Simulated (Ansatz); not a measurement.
Computed with DFT PBE, scalar-relativistic, plane waves, PAW (Ansatz). Settings: cutoff 420 eV, Γ-centred meshes spaced at most about 0.3 Å⁻¹, and about 0.25 Å⁻¹ or finer for metals (2π included), Gaussian smearing. No spin polarisation in the final relaxations.

These are static total energies at zero pressure. All come from trial cells, and lower structures may exist.

Problem. Order these relaxed structures of B₂Sb₃Os by energy, lowest first, with the energy over the lowest of them.
1.

```
B Sb Os
1.0
     3.29484    0.00000    0.00000
     0.00000    3.29484    0.00000
     0.00000    0.00000   10.44311
B Sb Os
2 3 1
Direct
  0.00000 0.00000 0.42093
  0.00000 0.00000 0.57907
  0.50000 0.50000 0.16068
  0.50000 0.50000 0.50000
  0.50000 0.50000 0.83932
  0.00000 0.00000 0.00000
```

2.

```
B Sb Os
1.0
     4.04858    0.00000    0.00000
     0.00000    4.04858    0.00000
     0.00000    0.00000    7.53275
B Sb Os
2 3 1
Direct
  0.00000 0.50000 0.85355
  0.50000 0.00000 0.14645
  0.50000 0.50000 0.00000
  0.00000 0.50000 0.55324
  0.50000 0.00000 0.44676
  0.00000 0.00000 0.00000
```

3.

```
B Sb Os
1.0
     4.88939    0.00000    0.00000
     0.00000    4.88939    0.00000
     0.00000    0.00000    4.42860
B Sb Os
2 3 1
Direct
  0.50000 0.50000 0.00000
  0.00000 0.00000 0.00000
  0.00000 0.50000 0.00000
  0.50000 0.00000 0.00000
  0.50000 0.50000 0.50000
  0.00000 0.00000 0.50000
```

Solution. 2 (0 meV/atom), 3 (277 meV/atom), 1 (303 meV/atom). Forms: 2 P-4m2; 3 P4/mmm; 1 P4/mmm. Cell 2 holds Sb–Sb nets (shortest 2.97 Å); cell 1 holds B–B pairs (shortest 1.65 Å) (bonds between like non-metal atoms; other contacts aren't counted). Even the lowest lies +0.74 eV/atom against the elements.

No dispersion correction is applied, so the spacing and binding between layers, chains or molecules are poorly described (P4/mmm at 18.9 Å³/atom), and this can change margins and order among such cells. These runs have no spin–orbit coupling, which can matter for Os and Sb. Cells relaxed within their symmetry can be saddle points. Some structure types and database cells were kept out of the candidates from the start, so a known form may be missing.
